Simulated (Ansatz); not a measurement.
CoPS in space group P2_13 (No. 198; Co on 4a, P on 4a, S on 4a), DFT-PBE in the program Ansatz with PAW potentials, all energies at zero smearing, with the estimated change up to a 700 eV cutoff added, with one set of potentials and settings (totals compare only within such a set). Cell of 12 atoms (4 Co, 4 P, 4 S): -27142.513 eV.

| element | reference phase | E (eV/atom) |
|---|---|---|
| Co | P6_3/mmc, 2 atoms in the cell, spin-polarised | -5126.1559 |
| P | Cmce, 4 atoms in the cell | -755.6743 |
| S | Fddd, 32 atoms in the cell | -902.0599 |

Formation energy per atom, worked out: (-27142.513 − 4×(-5126.1559) − 4×(-755.6743) − 4×(-902.0599))/12 = -0.579 eV/atom (-56 kJ per mol of atoms), at 0 K, without zero-point energy or fitted corrections.

The first step of the workflow began from a Materials Project structure, measured or hypothetical; the Crystallography Open Database copy checked does not list it. Its standing as an ambient phase is unchecked. Symmetry was held in the PBE relaxation; whether a distortion lowers the energy is not shown. The run is not spin-polarised. The references are the lowest solids computed at this level, not always the standard phases.

Potentials: the later of the program's two PAW sets.
